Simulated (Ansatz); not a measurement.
Mo (bcc (W type), Im-3m) under volume change, r²SCAN (plane waves, PAW; program Ansatz), scaled uniformly.

```json
[
 {"V (Å³/atom)": "14.231", "E − E(relaxed) (meV/atom)": "126.1", "P (GPa)": "31.24"},
 {"V (Å³/atom)": "14.700", "E − E(relaxed) (meV/atom)": "(withheld)", "P (GPa)": "(withheld)"},
 {"V (Å³/atom)": "15.169", "E − E(relaxed) (meV/atom)": "(withheld)", "P (GPa)": "(withheld)"},
 {"V (Å³/atom)": "15.639", "E − E(relaxed) (meV/atom)": "0.0", "P (GPa)": "0.00"},
 {"V (Å³/atom)": "16.108", "E − E(relaxed) (meV/atom)": "11.3", "P (GPa)": "-7.53"},
 {"V (Å³/atom)": "16.577", "E − E(relaxed) (meV/atom)": "43.1", "P (GPa)": "-14.01"},
 {"V (Å³/atom)": "17.046", "E − E(relaxed) (meV/atom)": "92.4", "P (GPa)": "-19.56"}
]
```

Q: Some entries are withheld; supply them.

A: 
- 15.169, E − E(relaxed) (meV/atom): 12.5
- 15.169, P (GPa): 8.78
- 14.700, E − E(relaxed) (meV/atom): 52.9
- 14.700, P (GPa): 19.08

Q: What does a third-order Birch–Murnaghan fit give for V₀, B₀ and B′?

A: V₀ = 15.64 Å³/atom, B₀ = 272 GPa, B′ = 4.2.

The cell was relaxed with r²SCAN under the symmetry of its start. The run is not spin-polarised.

Potentials: the earlier of the program's two PAW sets.
